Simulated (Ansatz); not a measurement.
TaTe4I:
```
CELL_PARAMETERS angstrom
     -6.74546     0.00000     0.00000
      1.86999     3.78426    -7.56110
      1.51654    -7.82704     0.00000
ATOMIC_POSITIONS crystal
  Ta 0.24950 0.99908 0.00110
  Ta 0.75050 0.00092 0.99890
  Te 0.88020 0.82888 0.67307
  Te 0.11980 0.17112 0.32693
  Te 0.96999 0.79728 0.12392
  Te 0.03001 0.20272 0.87608
  Te 0.61604 0.30557 0.14353
  Te 0.38396 0.69443 0.85647
  Te 0.46220 0.07458 0.75044
  Te 0.53780 0.92542 0.24956
  I  0.75146 0.42827 0.59959
  I  0.24854 0.57173 0.40041
```

Relaxed with r²SCAN+D4. Special points in fractions of this cell's reciprocal vectors: Γ (0.000, 0.000, 0.000); X (0.500, 0.000, 0.000); Y (0.000, 0.500, 0.000); Z (0.000, 0.000, 0.500); R2 (-0.500, -0.500, 0.500); T2 (0.000, -0.500, 0.500); U2 (-0.500, 0.000, 0.500); V2 (0.500, -0.500, 0.000).

List the band energies nearest the valence-band maximum at these points for r²SCAN+D4 in the plane-wave PAW code Ansatz.

In eV from the valence-band maximum; about four levels below and three above (degenerate sets whole), none deeper than 8.9 eV; points with the same levels are listed once.

```json
[
 {"k": "Γ", "below": "-0.71 -0.60 -0.54 -0.31", "above": "0.63 1.61 1.80"},
 {"k": "X", "below": "-0.59 -0.55 -0.50 -0.41", "above": "1.22 1.31 1.54"},
 {"k": "Y", "below": "-0.69 -0.64 -0.40 -0.15", "above": "0.62 1.37 1.90"},
 {"k": "Z", "below": "-0.67 -0.62 -0.40 -0.24", "above": "0.55 1.14 1.91"},
 {"k": "R2", "below": "-0.81 -0.76 -0.59 -0.52", "above": "1.48 1.52 1.81"},
 {"k": "T2", "below": "-0.81 -0.79 -0.32 0.00", "above": "0.51 1.21 1.88"},
 {"k": "U2", "below": "-0.70 -0.68 -0.52 -0.50", "above": "1.29 1.37 1.54"},
 {"k": "V2", "below": "-0.72 -0.71 -0.49 -0.44", "above": "1.25 1.34 1.65"}
]
```

Space group P-1. The first step of the workflow began from a Materials Project structure, measured or hypothetical; the Crystallography Open Database copy checked does not list it. Entries of such low symmetry are often ordered models of mixed-site phases. Whether it is the stable phase at ambient conditions was not checked. The r²SCAN+D4 relaxation kept the symmetry of its start; whether a distortion lowers the energy is not shown. No spin polarisation was allowed. Spin–orbit coupling is left out wherever it is not named.

Potentials: the later of the program's two PAW sets.
